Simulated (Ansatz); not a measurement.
The relaxed structure here is a generated cell of YGe2: the first start was made by placing the elements on the sites of a structure type, and the end was not matched to a known phase here, so it may be hypothetical.

A relaxed structure of YGe2. Space group Amm2 (No. 38). These are r2SCAN (plane waves to 500 eV, PAW, scalar-relativistic; Ansatz, a program for electronic structure) values and carry that method's errors.

```cif
data_Ge2Y
_chemical_formula_sum 'Ge2 Y1'
_space_group_name_H-M_alt 'P 1'
_space_group_IT_number 1
_cell_length_a 4.29429
_cell_length_b 4.06449
_cell_length_c 4.06449
_cell_angle_alpha 100.717
_cell_angle_beta 90.000
_cell_angle_gamma 90.000
loop_
_space_group_symop_operation_xyz
  'x, y, z'
loop_
_atom_site_label
_atom_site_type_symbol
_atom_site_fract_x
_atom_site_fract_y
_atom_site_fract_z
_atom_site_occupancy
Ge1 Ge 0.50000 0.48353 0.08269 1
Ge2 Ge 0.50000 0.08269 0.48353 1
Y1 Y 0.00000 0.95152 0.95152 1
```

For YGe2, the volume per atom is 23.23 Å³. The band gap is no gap (metallic), the shortest distances is Ge–Ge 2.51 Å; Ge–Y 2.98 Å and the k-mesh is 11×12×12.

Band energies at high-symmetry points (eV from the Fermi level; labels of this space group; no spin-orbit coupling), from −5 eV up to 3.1 eV:

```json
[
 {"point": "Γ", "energies": "-4.60 -2.59 -1.78 -1.71 -0.60 2.00 2.62 2.94"},
 {"point": "Y", "energies": "-3.95 -1.87 -0.69 2.50"},
 {"point": "F0", "energies": "-2.99 -1.73 -0.83 2.58"},
 {"point": "Δ0", "energies": "-2.99 -1.73 -0.83 2.58"},
 {"point": "Z", "energies": "-3.87 -2.93 -2.19 -0.93 2.43 2.70 2.87"},
 {"point": "B0", "energies": "-4.33 -2.58 -1.85 -1.72 1.38"},
 {"point": "G0", "energies": "-4.33 -2.58 -1.85 -1.72 1.38"},
 {"point": "T", "energies": "-4.35 -3.27 -1.74 -1.67 1.60"}
]
```

No spin polarisation in the result. The relaxed primitive cell holds an odd number of electrons. A magnetic state may lie lower.

It was reached from a disturbed copy of a P4/mmm (No. 123) cell, against which it lies -0.02 eV/atom.
